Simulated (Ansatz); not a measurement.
Crystals of one structure type (zinc blende) and one family of elements, relaxed and computed with LDA (plane waves, PAW; program Ansatz).

```json
[
 {"crystal": "AlN", "V (Å³/atom)": "10.23", "highest Γ mode, no LO–TO term (cm⁻¹)": "665"},
 {"crystal": "GaN", "V (Å³/atom)": "11.05", "highest Γ mode, no LO–TO term (cm⁻¹)": "553"},
 {"crystal": "BAs", "V (Å³/atom)": "13.24", "highest Γ mode, no LO–TO term (cm⁻¹)": "700"},
 {"crystal": "GaP", "V (Å³/atom)": "19.59", "highest Γ mode, no LO–TO term (cm⁻¹)": "365"},
 {"crystal": "AlP", "V (Å³/atom)": "20.06", "highest Γ mode, no LO–TO term (cm⁻¹)": "?"},
 {"crystal": "GaAs", "V (Å³/atom)": "21.98", "highest Γ mode, no LO–TO term (cm⁻¹)": "269"},
 {"crystal": "AlAs", "V (Å³/atom)": "22.29", "highest Γ mode, no LO–TO term (cm⁻¹)": "358"}
]
```

**Question.** Fit a straight line to ln ω against ln V and predict the withheld value.

**Answer.** Least squares on the 6 shown rows: ln ω = -0.99 × ln V + (8.843), with a scatter of 16.7 %. For AlP this gives 356. The run itself gave 440, a miss of 19.1 % of that.

All cells were relaxed under the symmetry of their starts (and spin orders); stability against distortions was not tested throughout. Spin–orbit coupling is left out wherever it is not named.

Potentials: the earlier of the program's two PAW sets. The files were generated under PBE; for other functionals the program regenerates the frozen cores, and for LDA and PBEsol the local potential too.
